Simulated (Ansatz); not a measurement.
Calculation for MgAu: DFT, PBEsol, all-electron PAW with datasets made for the crystal, scalar-relativistic (Ansatz 0.2.0). This run: one bond, the shortest of the undistorted cell, set to 3.105 Å.

The cell is entry 9008804 of the Crystallography Open Database, unrelaxed.

Command: `ansatz run input.yaml --threads 1 --pin off --max-ram 2048MiB --backend cpu --events-out ev --progress --plain --runs-dir out` It took 9.4 s on 1 thread of Intel(R) Xeon(R) 6975P-C (Granite Rapids), with other jobs on the host, peak memory 0.54 GiB.

```yaml
crystal:
  lattice:
    - [3.259, 0.0, 0.0]
    - [0.0, 3.259, 0.0]
    - [0.0, 0.0, 3.259]
  atoms:
    - { symbol: Mg, position: [0.525, 0.525, 0.525] }
    - { symbol: Au, position: [-0.025, -0.025, -0.025] }
kpoints:
  mp_grid: { grid: [9, 9, 9] }
scf:
  occupations: { method: fermi_dirac, width: 0.05 }
hamiltonian:
  xc: pbesol
  pseudopotentials: { kind: all_electron, datasets: crystal }
output:
  forces: true
  stress: true
  eigenvalues: true
  efg: { contact_densities: true }
```

Output:

```
hamiltonian.pseudopotentials.datasets: crystal makes datasets for this crystal and solves the spheres of its atoms anew in each pass: cutoff 260.0 eV, the density's 1040.0 eV; for an error of 0.50 meV an atom under PBE, 1.0 meV for the cell; an energy difference from a run of another recipe may be off by several times the error for the cell, under r2SCAN by more, where some 0.1 meV an atom stays at smaller errors; Mg in spheres of 1.164 Å, 2 of its electrons in bands, 8 on its site; Au in spheres of 1.376 Å, 11 of its electrons in bands, 8 on its site; only band paths and densities of states list, in semicore columns, the levels of the semicore shells that are solved separately: 2s of Mg, 2p of Mg, 5s of Au, 5p of Au
Au: output.efg is read without spin–orbit coupling, which moves field gradients at and beside such atoms by some per cent and up to a factor of two; PAW files take it under magnetization.noncollinear and magnetization.spin_orbit
Engine: ansatz 0.2.0
Pseudopotentials: kind: all_electron
Pseudopotential: Mg, paw, valence charge 10, recommended cutoff 260 eV (normal), crystal/all_electron/pbesol/scalar/gaussian/Mg, Koelling and Harmon's equation, gaussian nucleus
Pseudopotential: Au, paw, valence charge 19, recommended cutoff 260 eV (normal), crystal/all_electron/pbesol/scalar/gaussian/Au, Koelling and Harmon's equation, gaussian nucleus
Functional definition: PBEsol
  exchange = pbesol_x
  correlation = pbesol_c
Crystal: 2 atoms, lattice volume = 34.614 Å³
Basis set: ecut = 260 eV, 341 PW (Γ), exchange–correlation on 36×36×36 points (8 copies of the dense FFT grid, shifted against one another)
Bands: 11, of which v1, the nominal top of the filled ones, is band 7 counted from 1 (6 counted from 0)
Symmetry: 6 space group operations
Space group: R3m (ITA 160), of the structure as read, at distance tolerance 3.3e-5 Å
k-points: 85 of 729 (time reversal used)
Non-local potential: Mg, projectors of the file, l = 0: 1, l = 1: 1
Non-local potential: Au, projectors of the file, l = 0: 1, l = 1: 1, l = 2: 2
PAW form: soft (Blöchl's): semilocal exchange-correlation on the pseudo side does not see the compensation charge
PAW one-centre angular grid: Mg, 110 points (default); XC on its mesh's 1959 points in the sphere
PAW one-centre angular grid: Au, 590 points (default); XC on its mesh's 1815 points in the sphere
Initial density: superposition of atomic densities (neutral atoms: chi_scale 0, normalization atom)
Initial wavefunctions: pseudopotential atomic-orbital guess
Functional: x = pbesol(κ = 0.804, μ = 0.12345679012345678), c = pbesol(β = 0.046)
iter 1 solved again at ethr=2.34e-2 eV; its pass at ethr=1.00e-1 eV (dr2=3.04e0 eV) is discarded
SCF iter   1: F=—  HF=-522524.050425 eV  |F-HF|=—  |Δ(HF+E_count)|=         —  Δρ=9.11e-2  dr2=3.23e0  ethr=2.34e-2  ⟨swp⟩=2.0  Hψ=5829  notcnv=0
preconditioner: auto → none  [metal: Δε(μ)=0.058 eV  Ē_g=10.231 eV  σ=0.050 eV  W_gap=0.28  n_scr=6 (ndim 8)  ℏωp=22.8 eV  f_vac=0.000  D(μ)=0.66/eV (n_scr^D=0)  sad-step TF]
SCF iter   2: F=—  HF=-522523.558273 eV  |F-HF|=—  |Δ(HF+E_count)|=   4.92e-1  Δρ=3.77e-2  dr2=5.51e-1  ethr=2.34e-2  ⟨swp⟩=2.0  Hψ=1870  notcnv=0
iter 3 solved again at ethr=9.58e-5 eV; its pass at ethr=4.24e-3 eV (dr2=1.25e-2 eV) is discarded
SCF iter   3: F=—  HF=-522523.347699 eV  |F-HF|=—  |Δ(HF+E_count)|=   2.11e-1  Δρ=6.09e-3  dr2=1.28e-2  ethr=9.58e-5  ⟨swp⟩=2.5  Hψ=4543  notcnv=0  defer=11
SCF iter   4: F=—  HF=-522523.368261 eV  |F-HF|=—  |Δ(HF+E_count)|=   2.06e-2  Δρ=5.14e-3  dr2=1.04e-2  ethr=9.58e-5  ⟨swp⟩=3.1  Hψ=2317  notcnv=0
SCF iter   5: F=—  HF=-522523.368094 eV  |F-HF|=—  |Δ(HF+E_count)|=   1.66e-4  Δρ=1.22e-3  dr2=7.46e-4  ethr=8.00e-5  ⟨swp⟩=3.0  Hψ=2038  notcnv=0
SCF iter   6: F=—  HF=-522523.369501 eV  |F-HF|=—  |Δ(HF+E_count)|=   1.41e-3  Δρ=2.90e-4  dr2=2.09e-5  ethr=5.74e-6  ⟨swp⟩=2.2  Hψ=2216  notcnv=0
SCF iter   7: F=—  HF=-522523.369497 eV  |F-HF|=—  |Δ(HF+E_count)|=   3.37e-6  Δρ=8.61e-5  dr2=1.08e-6  ethr=1.61e-7  ⟨swp⟩=3.0  Hψ=1651  notcnv=0
SCF iter   8: F=-522523.369497 eV  HF=-522523.369498 eV  |F-HF|=4.56e-8  |Δ(HF+E_count)|=   3.75e-7  Δρ=1.41e-5  dr2=6.00e-8  ethr=8.32e-9  ⟨swp⟩=3.0  Hψ=1757  notcnv=0
SCF 1 converged in 8 iterations: F = -522523.369497 eV  dr2 = 6.00e-8
  Residual-converged pass: ⟨swp⟩=3.1  Hψ=2025  notcnv=0  max |occ|·‖R‖ = 5.1e-6 eV (tolerance 5.3e-6 eV)  dr2=5.94e-8  dr2_onsite=2.21e-8  max |Δocc| = 4.6e-10
  greatest PAW one-centre occupation: 0.871 electrons in one spin orbital (limit 2), on the Au atom at site 1 (counted from 0), in its partial waves of l = 2
SCF converged after 8 iterations
Free energy (F): -522523.369497 eV
Harris-Foulkes:  -522523.369497 eV  (|F-HF|=4.56e-8)
Internal energy: -522523.365095 eV  (E = F + TS)
E sigma→0 (E₀):  -522523.367296 eV
Entropy (-TS):   -0.004402 eV (-2.201 meV/atom)
Past the cutoff: the bands carry plane waves up to 1.75 times it, of which those up to 1.5 times it add -0.000513 eV an atom, each by itself; the spheres take 0.000279 eV an atom off the energy for waves past 1.75 times it
By the cutoff:   a pressure is off by up to 0.008 GPa (1.2 times the spheres' own share and the shells' term, over an atom's volume, and 0.004 GPa: a bound that held against runs at twice the plane waves)
Past the cutoffs: a stress includes 0.0028 GPa for waves and charges beyond them, in addition to the slope of what the spheres take
In the spheres:  the bands' charges fall short by 2.0e-6 e at most (sound up to 1e-3), those of shells solved beside the bands by 2.8e-7 e (sound up to 5e-4)
Fermi energy:    16.377090 eV
--- Per-component energies (eV) ---
  E_band       = 151.366873
  E_kinetic    = 183.993123
  E_local      = -2431.265935  (includes V_loc(G=0)·N_el)
  E_nonlocal   = 269.923675
  E_hartree    = 1250.376810
  E_xc         = -101.405225
  E_vxc        = -114.856027  (∫ρ·V_xc dr)
  E_paw        = -526626.833897  (= ΣΔE_a)
  E_vpaw       = -8738.489984  (= ΣTr[D̂ρ^β])
  E_ewald      = -3549.476889
  E_smearing   = -0.004402  (= −TS)
  E_closure    = 8481.323244  (closes the sum)
  Σ components = -522523.369497   (vs F -522523.369497, Δ=0.00e0)
  The terms above E_closure are by the made datasets' own strengths, without shells solved beside the bands.
--- Forces (eV/Å), atoms counted from 1 ---
  atom   1  Mg    -0.65033226    -0.65033226    -0.65033226
  atom   2  Au     0.65036058     0.65036058     0.65036058
  max |Σ_I F_I| component: 2.83e-5 eV/Å
--- Stress (GPa, compression-positive) ---
        2.485359       1.751282       1.751282
        1.751282       2.485359       1.751282
        1.751282       1.751282       2.485359
  P = ⅓ Tr σ = 2.4854 GPa (24.854 kbar)
  It holds what live shells' own plane waves past their cutoff add
--- PAW observables at the nuclei: V_zz in 10²¹ V/m², potentials from the cell's mean, atoms counted from 1 ---
  atom   1  Mg V_zz =    -0.154449   η = 0.0000   by run symmetry: allowed
            electrostatic potential = -1108.625068 V   contact ρ = 7768.810726 e/Å³
  atom   2  Au V_zz =    +1.352442   η = 0.0000   by run symmetry: allowed
            electrostatic potential = -16450.609013 V   contact ρ = 13054412.867655 e/Å³
--- Band table (eV; the first three rows and the last of 85) ---
  k-point 0: bands = ["7.1349", "10.4248", "10.4248", "12.1649", "12.2393", "12.2393", "21.6583", "21.6583", "21.8091"]
  k-point 1: bands = ["7.3324", "10.4557", "10.5199", "12.0909", "12.1463", "12.2332", "20.1956", "21.9315", "22.0839"]
  k-point 2: bands = ["7.8886", "10.5356", "10.7922", "11.8833", "11.9239", "12.2511", "17.8881", "22.6768", "22.8012"]
  k-point 84: bands = ["10.3636", "10.4062", "10.4269", "12.8631", "12.8640", "16.5514", "18.3044", "18.3128", "19.8752"]
```

Next run (one bond, the shortest of the undistorted cell, set to 1.637 Å), as changes to the input before:

```diff
   atoms:
-    - { symbol: Mg, position: [0.525, 0.525, 0.525] }
-    - { symbol: Au, position: [-0.025, -0.025, -0.025] }
+    - { symbol: Mg, position: [0.395, 0.395, 0.395] }
+    - { symbol: Au, position: [0.105, 0.105, 0.105] }
 kpoints:
```

Results part of the output:

```
SCF 1 converged in 10 iterations: F = -522514.154296 eV  dr2 = 3.14e-8
  Residual-converged pass: ⟨swp⟩=3.6  Hψ=5035  notcnv=0  max |occ|·‖R‖ = 5.3e-6 eV (tolerance 5.3e-6 eV)  dr2=3.16e-8  dr2_onsite=3.80e-9  max |Δocc| = 2.4e-10
  greatest PAW one-centre occupation: 0.997 electrons in one spin orbital (limit 2), on the Au atom at site 1 (counted from 0), in its partial waves of l = 3
SCF converged after 10 iterations
Free energy (F): -522514.154296 eV
Harris-Foulkes:  -522514.154296 eV  (|F-HF|=4.19e-9)
Internal energy: -522514.150163 eV  (E = F + TS)
E sigma→0 (E₀):  -522514.152229 eV
Entropy (-TS):   -0.004133 eV (-2.067 meV/atom)
Past the cutoff: the bands carry plane waves up to 1.75 times it, of which those up to 1.5 times it add -0.000394 eV an atom, each by itself; the spheres take 0.000221 eV an atom off the energy for waves past 1.75 times it
By the cutoff:   a pressure is off by up to 0.006 GPa (1.2 times the spheres' own share and the shells' term, over an atom's volume, and 0.004 GPa: a bound that held against runs at twice the plane waves)
Past the cutoffs: a stress includes 0.0012 GPa for waves and charges beyond them, in addition to the slope of what the spheres take
In the spheres:  the bands' charges fall short by 9.4e-7 e at most (sound up to 1e-3)
Fermi energy:    16.295043 eV
--- Per-component energies (eV) ---
  E_band       = -1463.659261
  E_kinetic    = 1610.109127
  E_local      = -15437.575877  (includes V_loc(G=0)·N_el)
  E_nonlocal   = -2195.635149
  E_hartree    = 6770.975999
  E_xc         = -456.396453
  E_vxc        = -595.131008  (∫ρ·V_xc dr)
  E_paw        = -532712.267983  (= ΣΔE_a)
  E_vpaw       = -26375.529251  (= ΣTr[D̂ρ^β])
  E_ewald      = -8081.517705
  E_smearing   = -0.004133  (= −TS)
  E_closure    = 27988.157880  (closes the sum)
  Σ components = -522514.154296   (vs F -522514.154296, Δ=-5.82e-11)
  The terms above E_closure are by the made datasets' own strengths, without shells solved beside the bands.
--- Forces (eV/Å), atoms counted from 1 ---
  atom   1  Mg    20.30976055    20.30976055    20.30976055
  atom   2  Au   -20.30972866   -20.30972866   -20.30972866
  max |Σ_I F_I| component: 3.19e-5 eV/Å
--- Stress (GPa, compression-positive) ---
       90.962804      85.016540      85.016540
       85.016540      90.962804      85.016540
       85.016540      85.016540      90.962804
  P = ⅓ Tr σ = 90.9628 GPa (909.628 kbar)
--- PAW observables at the nuclei: V_zz in 10²¹ V/m², potentials from the cell's mean, atoms counted from 1 ---
  atom   1  Mg V_zz =    +1.236305   η = 0.0000   by run symmetry: allowed
            electrostatic potential = -1108.557436 V   contact ρ = 7775.703669 e/Å³
  atom   2  Au V_zz =   +27.898436   η = 0.0000   by run symmetry: allowed
            electrostatic potential = -16450.281020 V   contact ρ = 13054513.208272 e/Å³
--- Band table (eV; the first three rows and the last of 85) ---
  k-point 0: bands = ["-90.6682", "-63.5308", "-63.5075", "-63.5075", "-63.4794", "-63.4794", "-63.4113", "-63.4113", "-60.2846", "-42.7461", "-41.9445", "-41.9445", "-27.3397", "-26.8964", "-26.8964", "7.2627", "9.1647", "9.1647", "11.3234", "11.3234", "11.4567", "21.3934", "21.3934", "23.7505"]
  k-point 1: bands = ["-90.6681", "-63.5308", "-63.5075", "-63.5075", "-63.4794", "-63.4794", "-63.4113", "-63.4113", "-60.2846", "-42.7469", "-41.9468", "-41.9443", "-27.3399", "-26.8967", "-26.8963", "7.4536", "9.1784", "9.2727", "11.2367", "11.3064", "11.4329", "20.1417", "21.6826", "23.9964"]
  k-point 2: bands = ["-90.6680", "-63.5308", "-63.5075", "-63.5075", "-63.4794", "-63.4793", "-63.4113", "-63.4113", "-60.2847", "-42.7489", "-41.9526", "-41.9437", "-27.3406", "-26.8973", "-26.8959", "7.9575", "9.2124", "9.6209", "11.0306", "11.2166", "11.4314", "17.9105", "22.4749", "24.5823"]
  k-point 84: bands = ["-90.6664", "-63.5307", "-63.5075", "-63.5075", "-63.4794", "-63.4794", "-63.4114", "-63.4112", "-60.2850", "-42.7674", "-41.9697", "-41.9697", "-27.3394", "-26.8985", "-26.8985", "9.6962", "9.7260", "10.3002", "11.5602", "11.5746", "16.3762", "17.9572", "18.3939", "19.4287"]
```

Spin–orbit coupling is left out, which matters for the heavy atoms.
